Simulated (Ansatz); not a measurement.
**Zn2SnO3: start and end of a relaxation**

A trial structure of Zn2SnO3 was built thus: random cell by space group and Wyckoff sites (P6/mmm, No. 191). Lengths were set from tabulated atomic sizes, so they are only a guess.

start.cif

```cif
data_structure
_symmetry_space_group_name_H-M 'P6/mmm'
_symmetry_Int_Tables_number 191
_cell_length_a 3.7445
_cell_length_b 3.7445
_cell_length_c 8.5565
_cell_angle_alpha 90.000
_cell_angle_beta 90.000
_cell_angle_gamma 120.000
_cell_volume 103.90
loop_
_atom_site_label
_atom_site_type_symbol
_atom_site_symmetry_multiplicity
_atom_site_Wyckoff_symbol
_atom_site_fract_x
_atom_site_fract_y
_atom_site_fract_z
_atom_site_occupancy
Zn1 Zn 2 c 0.33333 0.66667 0.00000 1
Sn1 Sn 1 b 0.00000 0.00000 0.50000 1
O1 O 1 a 0.00000 0.00000 0.00000 1
O2 O 2 e 0.00000 0.00000 0.28090 1
```

These are results of DFT PBE, scalar-relativistic, plane waves, PAW (Ansatz), not measurements. Cutoff 420 eV, Gaussian smearing, Γ-centred meshes. Cell and atoms relax first on a coarse mesh and then on a finer one. In between, the cell is made exact in the group found at 0.06 Å. In metals the finer mesh still leaves noise of several meV/atom or more. The steps can't lower the symmetry of their start. No spin polarisation.

end.cif

```cif
data_structure
_symmetry_space_group_name_H-M 'P6/mmm'
_symmetry_Int_Tables_number 191
_cell_length_a 4.0647
_cell_length_b 4.0647
_cell_length_c 9.4589
_cell_angle_alpha 90.000
_cell_angle_beta 90.000
_cell_angle_gamma 120.000
_cell_volume 135.34
loop_
_atom_site_label
_atom_site_type_symbol
_atom_site_symmetry_multiplicity
_atom_site_Wyckoff_symbol
_atom_site_fract_x
_atom_site_fract_y
_atom_site_fract_z
_atom_site_occupancy
Zn1 Zn 2 c 0.33333 0.66667 0.00000 1
Sn1 Sn 1 b 0.00000 0.00000 0.50000 1
O1 O 1 a 0.00000 0.00000 0.00000 1
O2 O 2 e 0.00000 0.00000 0.30342 1
```

The symmetry stays P6/mmm (No. 191). The volume per atom grows by 30.3 %, from 17.3 to 22.6 Å³. The shortest distance goes from 1.87 Å (Sn–O) to 1.86 Å (Sn–O). The energy falls by about 0.16 eV/atom (the start's value is from the coarse mesh).

For Zn2SnO3, the volume per atom is 22.6 Å³. The density is 3.6 g/cm³ and the formation energy is +0.04 eV/atom. The gap on the 12×12×4 mesh of the 6-atom cell is 0 eV (a metal).

Energies over the elements count from the elements' standard structures at the same level (O₂ as a molecule), with no fitted energy shifts. The references include grey tin. The separate elements lie lower, so it is unstable against them.

The last run used Gaussian smearing of 0.10 eV. Weakly bound directions are ill-defined at this level, which has no dispersion term. Symmetry constrained the relaxation, so the result can be a saddle point. In all, the 3 runs took 2.2 min on 1 thread of Arm Neoverse V1, on a shared host. Another cell of Zn2SnO3 relaxed alike, in R-3m, lies 0.92 eV/atom lower, so this cell isn't the stable form at this level.
